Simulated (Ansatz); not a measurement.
## Moment against volume in EuZn (Pm-3m)

The reference geometry is a structure as deposited in COD; nothing is relaxed.

The runs share LDA, 9×9×9 k mesh, Fermi–Dirac smearing of 0.08 eV. PAW means Ansatz 0.2.0 on its default frozen-core files; LAPW is all-electron LAPW in Ansatz 0.2.0. Site moments are integrated in spheres about the atoms, whose radii differ between the methods.

The first input and its command:

```yaml
crystal:
  lattice:
    - [3.808, 0.0, 0.0]
    - [0.0, 3.808, 0.0]
    - [0.0, 0.0, 3.808]
  atoms:
    - { symbol: Eu, position: [0.0, 0.0, 0.0], spin: 7.0 }
    - { symbol: Zn, position: [0.5, 0.5, 0.5] }
magnetization:
  spin_polarized: true
kpoints:
  mp_grid: { grid: [9, 9, 9] }
scf:
  occupations: { method: fermi_dirac, width: 0.08 }
hamiltonian:
  xc: lda
  pseudopotentials: { kind: paw }
output:
  forces: true
  stress: true
  eigenvalues: true
  populations: true
```

Command: `ansatz run input.yaml --threads 1 --pin off --max-ram 3072MiB --backend cpu --events-out ev --progress --plain --runs-dir out`

The input for «volume scaled by 0.88» by LAPW differs from it in these lines, output keys apart:

```diff
-    - [3.808, 0.0, 0.0]
-    - [0.0, 3.808, 0.0]
-    - [0.0, 0.0, 3.808]
+    - [3.6491453631, 0.0, 0.0]
+    - [0.0, 3.6491453631, 0.0]
+    - [0.0, 0.0, 3.6491453631]
-  pseudopotentials: { kind: paw }
+  pseudopotentials: { kind: all_electron, lapw: { basis_error: 0.001 } }
```

The cell shown is scaled evenly to other volumes, and every spin-polarised run starts from the same moments.

The search for lower states is left at its default.

```json
{"V/V₀": "0.7", "Å³/atom": "19.33", "M PAW (μB/cell)": "6.95", "M LAPW (μB/cell)": "6.95", "largest site moment, PAW (μB)": "6.63", "P PAW (GPa)": "11.7", "P LAPW (GPa)": "11.8", "F − F(unpolarised), PAW (meV/atom)": "?"}
{"V/V₀": "0.76", "Å³/atom": "20.98", "M PAW (μB/cell)": "6.97", "M LAPW (μB/cell)": "6.97", "largest site moment, PAW (μB)": "6.67", "P PAW (GPa)": "5.1", "P LAPW (GPa)": "5.3", "F − F(unpolarised), PAW (meV/atom)": "-3055"}
{"V/V₀": "0.82", "Å³/atom": "22.64", "M PAW (μB/cell)": "6.99", "M LAPW (μB/cell)": "6.99", "largest site moment, PAW (μB)": "6.70", "P PAW (GPa)": "0.7", "P LAPW (GPa)": "0.8", "F − F(unpolarised), PAW (meV/atom)": "-3111"}
{"V/V₀": "0.88", "Å³/atom": "24.30", "M PAW (μB/cell)": "7.00", "M LAPW (μB/cell)": "7.00", "largest site moment, PAW (μB)": "6.73", "P PAW (GPa)": "-2.3", "P LAPW (GPa)": "-2.3", "F − F(unpolarised), PAW (meV/atom)": "-3160"}
{"V/V₀": "0.94", "Å³/atom": "25.95", "M PAW (μB/cell)": "7.02", "M LAPW (μB/cell)": "–", "largest site moment, PAW (μB)": "6.76", "P PAW (GPa)": "?", "P LAPW (GPa)": "–", "F − F(unpolarised), PAW (meV/atom)": "?"}
{"V/V₀": "1", "Å³/atom": "27.61", "M PAW (μB/cell)": "7.04", "M LAPW (μB/cell)": "7.05", "largest site moment, PAW (μB)": "6.79", "P PAW (GPa)": "-5.8", "P LAPW (GPa)": "-5.7", "F − F(unpolarised), PAW (meV/atom)": "-3240"}
{"V/V₀": "1.06", "Å³/atom": "29.27", "M PAW (μB/cell)": "7.07", "M LAPW (μB/cell)": "7.08", "largest site moment, PAW (μB)": "6.82", "P PAW (GPa)": "-6.6", "P LAPW (GPa)": "-6.6", "F − F(unpolarised), PAW (meV/atom)": "-3274"}
{"V/V₀": "1.12", "Å³/atom": "30.92", "M PAW (μB/cell)": "7.10", "M LAPW (μB/cell)": "–", "largest site moment, PAW (μB)": "6.85", "P PAW (GPa)": "-7.2", "P LAPW (GPa)": "–", "F − F(unpolarised), PAW (meV/atom)": "-3303"}
{"V/V₀": "1.2", "Å³/atom": "33.13", "M PAW (μB/cell)": "7.14", "M LAPW (μB/cell)": "–", "largest site moment, PAW (μB)": "6.88", "P PAW (GPa)": "-7.5", "P LAPW (GPa)": "–", "F − F(unpolarised), PAW (meV/atom)": "-3338"}
```

Task: Fill in "F − F(unpolarised), PAW (meV/atom)" for the row "0.94".

Result: -3203.

Task: Give the missing entry: row "0.94", column "P PAW (GPa)".

Result: -4.4.

Task: What belongs in the row "0.7", column "F − F(unpolarised), PAW (meV/atom)"?

Result: -2988.

The moments survive down to the smallest volume, V/V₀ = 0.7 at 12 GPa, where the largest is 6.63 μB.

Task: How fast does the largest site moment change with volume about V₀?

Result: d ln m/d ln V ≈ ln(6.819/6.759)/ln(1.06/0.94) = 0.07. A value this small marks a localised or saturated moment.

The PAW files were made with PBE; the program remakes their cores once for the run's functional and then keeps them frozen. Without U a semilocal functional puts the f levels too near the Fermi level, which can change moments and the order of magnetic states; site and cell moments are spin moments.  Spin–orbit coupling is left out although heavy atoms are present. With open f shells a run can end in a state that isn't the lowest. None of this fixes the real material's magnetic order: only patterns that fit the cell were computed, at zero temperature, with a functional that can overstate moments.
